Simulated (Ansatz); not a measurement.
B4C in space group Cm (No. 8; Pearson symbol mS30), plane-wave PAW r²SCAN (Ansatz code). The conduction-band minimum lies at A, with 1 equivalent valley. Second derivatives d²E/dk² of the lowest band at one valley (eV·Å²), along Cartesian directions:

```
direction  d²E/dk²
---------  -------
[100]        2.155
[010]        4.220
[001]        21.89
[110]        3.188
[101]        15.65
[011]        13.04
```

Q: Find the principal effective masses, the density-of-states mass and the conductivity mass.

A: Off-diagonal terms follow from H_xy = H[110] − (H_xx + H_yy)/2, and m*/mₑ = 7.620 eV·Å² over each eigenvalue: 0.34, 1.8, 5.0. One valley's DOS mass (m₁m₂m₃)^(1/3) = 1.5, conductivity mass 3/(Σ 1/mᵢ) = 0.81 mₑ.

Q: What effective density of states Nc follows at 300 K for parabolic valleys?

A: Nc = 2.509e19 × 1 × (1.5)^(3/2) ≈ 4.6e19 cm⁻³.

Q: With the computed static dielectric constant 7.82 (mean of the diagonal), estimate a hydrogenic donor's binding energy and radius.

A: E = 13.606 eV × 0.81/7.82² ≈ 180 meV; a = 0.529 Å × ε/m* ≈ 5.1 Å. Semilocal masses tend to be too small where the gap is.

The workflow started from a Materials Project entry (that database holds measured and hypothetical structures alike); the Crystallography Open Database copy checked does not list it. Its standing as an ambient phase is unchecked. The r²SCAN relaxation kept the symmetry of its start; of distortions, only those at the zone centre were tested.

Potentials: the earlier of the program's two PAW sets.
